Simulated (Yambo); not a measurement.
Yambo run on Si (space group P6_3/mmc, No. 194). The wavefunctions come from this Quantum ESPRESSO step (LDA, PseudoDojo standard norm-conserving files, scalar-relativistic):

```
&CONTROL
  calculation = 'nscf'
  pseudo_dir = './pseudo'
  outdir = './out'
/
&SYSTEM
  ibrav = 0
  nat = 4
  ntyp = 1
  ecutwfc = 32.0
  ecutrho = 128.0
  occupations = 'fixed'
  force_symmorphic = .true.
  nbnd = 177
/
&ELECTRONS
  conv_thr = 4e-09
  diago_full_acc = .true.
  diago_thr_init = 1e-08
/
ATOMIC_SPECIES
Si 28.0850 Si.upf
CELL_PARAMETERS angstrom
  3.799345825966   0.000000000000   0.000000000000
 -1.899672912983   3.290330003049   0.000000000000
  0.000000000000   0.000000000000   6.273776969000
ATOMIC_POSITIONS crystal
Si   0.333333333000   0.666666667000   0.062862097200
Si   0.666666666333   0.333333333667   0.937137902800
Si   0.666666666333   0.333333333667   0.562862097200
Si   0.333333333000   0.666666667000   0.437137902800
K_POINTS automatic
6 6 2 0 0 0
```

Yambo input:

```
rim_cut
gw0
dyson
el_el_corr
HF_and_locXC
ppa
em1d
RandQpts= 1000000
RandGvec= 1 Ry
EXXRLvcs= 32 Ry
VXCRLvcs= 128 Ry
Chimod= "HARTREE"
% BndsRnXp
 1 | 176 |
%
NGsBlkXp= 10 Ry
% LongDrXp
 1.0 | 1.0 | 1.0 |
%
PPAPntXp= 27.2114 eV
% GbndRnge
 1 | 176 |
%
GTermKind= "BG"
DysSolver= "n"
ExtendOut
% QPkrange
 1 | 1 | 8 | 9 |
 7 | 7 | 8 | 9 |
%
```

k points by index: 1 = Γ, 7 = M.

Resulting energies as the program prints them:

```
#    K-point    Band    Eo [eV]    E [eV]    E-Eo [eV]    Vxc [eV]    Vnlxc [eV]    Sc|Eo [eV]    Sc|E [eV]    dSc/dw|Eo [eV]    Re(Z)    Im(Z)
#
    1    8    0.000000    -0.692527    -0.692527    -11.41745    -12.83627    0.519195    0.726300    -8.136826    0.769806    -0.001637
    1    9    0.985210    0.990556    0.005345    -10.18323    -6.215895    -3.960421    -3.961987    -7.786474    0.777512    -0.001620
    7    8    -1.465769    -2.172929    -0.707160    -11.05804    -13.09560    1.111391    1.330407    -8.426457    0.763549    -0.001658
    7    9    0.272559    0.295202    0.022644    -9.239255    -5.472480    -3.737904    -3.744131    -7.441797    0.785246    -0.001612
```
(The two width columns are left out.) Convergence of these settings isn't established.

Geometry relaxed with LDA.

This is not the ordinary phase of the substance; no match was found in the copy of COD used, and its stability was not checked.
